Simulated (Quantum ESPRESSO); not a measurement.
# Computed records: Mg$_{3}$AlOF$_{7}$ (made-up cell)

All values are calculated (Quantum ESPRESSO 7.5). Calculation on a made-up crystal cell, not a measurement: periodic Kohn-Sham density functional theory in plane waves with PseudoDojo standard norm-conserving scalar-relativistic pseudopotentials, each functional with its own files (v0.5 for PBE, v0.4.1 for LDA and PBEsol), no spin polarisation, no spin-orbit coupling, atoms not relaxed, stress positive in tension, energies less a fixed whole-eV offset for each atom's element; levels are Kohn-Sham levels at fractions of this cell's reciprocal vectors, counted from the reference band (half the neutral cell's valence electrons, rounded up) at Gamma; error bars cover cutoff and k-mesh only, not smearing or the files; each bar is the largest change over components, and at least 0.002 eV, 0.002 eV per angstrom or 0.02 GPa; added strain carries the atoms with the cell, and shear is the tensor component; no dispersion term; energies are for the whole cell, and the offsets were chosen from early runs and are not element reference energies.

Settings shared by all entries: lattice type fluorite; functional pbe; cutoff 1143 eV; fermi dirac smearing 0.025 eV; scf tolerance 1e-07 eV; electrons removed 0; added strain kind zz; k mesh 5 x 5 x 5, shifted by half a step.

(1) Mg$_{3}$AlOF$_{7}$ (made-up cell)

Unstrained structure:
```
cell vectors (Å)
   4.9795     0.0101    -0.0022
   0.0101     4.9144    -0.0306
  -0.0022    -0.0306     4.9370
atoms (fractions of the cell vectors)
Mg  0.00173  0.00958  0.01003
Mg -0.01509  0.51431  0.48611
Mg  0.49681 -0.01374  0.50354
Al  0.51733  0.50610 -0.01638
F   0.23656  0.24080  0.25669
F   0.26454  0.23303  0.74096
O   0.26173  0.74696  0.23614
F   0.25132  0.75152  0.74864
F   0.74657  0.23464  0.23132
F   0.73511  0.28635  0.76682
F   0.74834  0.75295  0.25388
F   0.75533  0.76001  0.74872
```

- added strain: 0.0049
- structure shown: before the added strain of 0.0049
- free energy less offsets: 30.23 eV
- scf iterations: 12
- smearing term minus ts: 0 eV
- pressure: 0.4041 GPa
- stress xx: 1.974 GPa
- stress yy: -2.862 GPa
- stress zz: -0.3238 GPa
- stress yz: 2.099 GPa
- stress xz: -1.745 GPa
- stress xy: -1.937 GPa
- reference band: 44
- error bar energy: 0.004297 eV
- error bar stress: 0.02415 GPa
- error bar force: 0.002574 eV/Å
- error bar next band up: 0.002 eV
- error bars from: tighter rerun of this cell

Atoms:
```tsv
atoms element	atom site	atom energy offset (eV)
Mg	1	-1617
Mg	2	-1617
Mg	3	-1617
Al	4	-64
F	5	-677
F	6	-677
O	7	-452
F	8	-677
F	9	-677
F	10	-677
F	11	-677
F	12	-677
```

Forces:
```tsv
site	x (eV/Å)	y (eV/Å)	z (eV/Å)
1	1.652	-1.16	0.6512
2	1.977	0.4311	-0.9735
3	-1.417	-0.5323	-1.406
4	-2.698	1.763	2.057
5	0.2639	0.4849	-0.3334
6	-0.231	1.09	0.985
7	0.8213	-1.481	-0.846
8	0.507	-1.09	-0.2331
9	-0.8844	1.199	0.5041
10	0.2799	-0.005661	-0.438
11	0.2833	-0.934	-0.6034
12	-0.5538	0.2346	0.6357
```

Levels:
```tsv
level k point	next band up (eV)
Gamma	1.712
(1/2,1/2,1/2)	4.313
(0.15,0,0)	1.985
(0,0.15,0)	1.995
(0,0,0.15)	1.987
```

(2) Mg$_{3}$AlOF$_{7}$ (made-up cell)

Structure as in entry 1.

* added strain: 0.0121
* structure shown: before the added strain of 0.0121
* free energy less offsets: 30.24 eV
* scf iterations: 12
* smearing term minus ts: 0 eV
* pressure: -0.4333 GPa
* stress xx: 2.114 GPa
* stress yy: -2.668 GPa
* stress zz: 1.853 GPa
* stress yz: 2.118 GPa
* stress xz: -1.766 GPa
* stress xy: -2.011 GPa
* reference band: 44
* error bar energy: 0.004297 eV
* error bar stress: 0.02415 GPa
* error bar force: 0.002574 eV/Å
* error bar next band up: 0.002 eV
* error bars from: tighter rerun of a related cell

Atoms:
```tsv
atoms element	atom site	atom energy offset (eV)
Mg	1	-1617
Mg	2	-1617
Mg	3	-1617
Al	4	-64
F	5	-677
F	6	-677
O	7	-452
F	8	-677
F	9	-677
F	10	-677
F	11	-677
F	12	-677
```

Forces:
```tsv
site	x (eV/Å)	y (eV/Å)	z (eV/Å)
1	1.638	-1.143	0.6734
2	1.949	0.435	-0.987
3	-1.414	-0.5358	-1.407
4	-2.651	1.739	2.041
5	0.2559	0.4692	-0.3139
6	-0.2363	1.075	0.9638
7	0.8075	-1.461	-0.8764
8	0.5106	-1.084	-0.2116
9	-0.8733	1.199	0.4436
10	0.271	-0.003786	-0.3693
11	0.2935	-0.9269	-0.5826
12	-0.5508	0.238	0.6264
```

Levels:
```tsv
level k point	next band up (eV)
Gamma	1.664
(1/2,1/2,1/2)	4.245
(0.15,0,0)	1.936
(0,0.15,0)	1.947
(0,0,0.15)	1.938
```

(3) Mg$_{3}$AlOF$_{7}$ (made-up cell)

Structure as in entry 1.

- added strain: 0.0203
- structure shown: before the added strain of 0.0203
- free energy less offsets: 30.25 eV
- scf iterations: 12
- smearing term minus ts: 0 eV
- pressure: -1.342 GPa
- stress xx: 2.257 GPa
- stress yy: -2.465 GPa
- stress zz: 4.234 GPa
- stress yz: 2.139 GPa
- stress xz: -1.789 GPa
- stress xy: -2.093 GPa
- reference band: 44
- error bar energy: 0.004297 eV
- error bar stress: 0.02415 GPa
- error bar force: 0.002574 eV/Å
- error bar next band up: 0.002 eV
- error bars from: tighter rerun of a related cell

Atoms:
```tsv
atoms element	atom site	atom energy offset (eV)
Mg	1	-1617
Mg	2	-1617
Mg	3	-1617
Al	4	-64
F	5	-677
F	6	-677
O	7	-452
F	8	-677
F	9	-677
F	10	-677
F	11	-677
F	12	-677
```

Forces:
```tsv
site	x (eV/Å)	y (eV/Å)	z (eV/Å)
1	1.621	-1.123	0.6989
2	1.918	0.439	-1.003
3	-1.41	-0.5393	-1.409
4	-2.597	1.712	2.022
5	0.2463	0.4513	-0.2936
6	-0.2421	1.057	0.942
7	0.7917	-1.438	-0.9096
8	0.5143	-1.078	-0.1886
9	-0.8603	1.197	0.3761
10	0.2608	-0.001276	-0.2925
11	0.305	-0.9192	-0.5584
12	-0.5472	0.242	0.6154
```

Levels:
```tsv
level k point	next band up (eV)
Gamma	1.603
(1/2,1/2,1/2)	4.162
(0.15,0,0)	1.875
(0,0.15,0)	1.885
(0,0,0.15)	1.876
```

(4) Mg$_{3}$AlOF$_{7}$ (made-up cell)

Structure as in entry 1.

- added strain: 0.0235
- structure shown: before the added strain of 0.0235
- free energy less offsets: 30.27 eV
- scf iterations: 12
- smearing term minus ts: 0 eV
- pressure: -1.683 GPa
- stress xx: 2.307 GPa
- stress yy: -2.391 GPa
- stress zz: 5.132 GPa
- stress yz: 2.148 GPa
- stress xz: -1.799 GPa
- stress xy: -2.125 GPa
- reference band: 44
- error bar energy: 0.004297 eV
- error bar stress: 0.02415 GPa
- error bar force: 0.002574 eV/Å
- error bar next band up: 0.002 eV
- error bars from: tighter rerun of a related cell

Atoms:
```tsv
atoms element	atom site	atom energy offset (eV)
Mg	1	-1617
Mg	2	-1617
Mg	3	-1617
Al	4	-64
F	5	-677
F	6	-677
O	7	-452
F	8	-677
F	9	-677
F	10	-677
F	11	-677
F	12	-677
```

Forces:
```tsv
site	x (eV/Å)	y (eV/Å)	z (eV/Å)
1	1.614	-1.116	0.7082
2	1.906	0.4403	-1.008
3	-1.408	-0.5405	-1.408
4	-2.577	1.702	2.013
5	0.2427	0.4446	-0.2853
6	-0.2442	1.051	0.933
7	0.7856	-1.429	-0.9224
8	0.5155	-1.076	-0.18
9	-0.8552	1.196	0.3511
10	0.257	-0.0002209	-0.2638
11	0.3095	-0.916	-0.549
12	-0.5458	0.2436	0.6112
```

Levels:
```tsv
level k point	next band up (eV)
Gamma	1.579
(1/2,1/2,1/2)	4.129
(0.15,0,0)	1.85
(0,0.15,0)	1.861
(0,0,0.15)	1.851
```
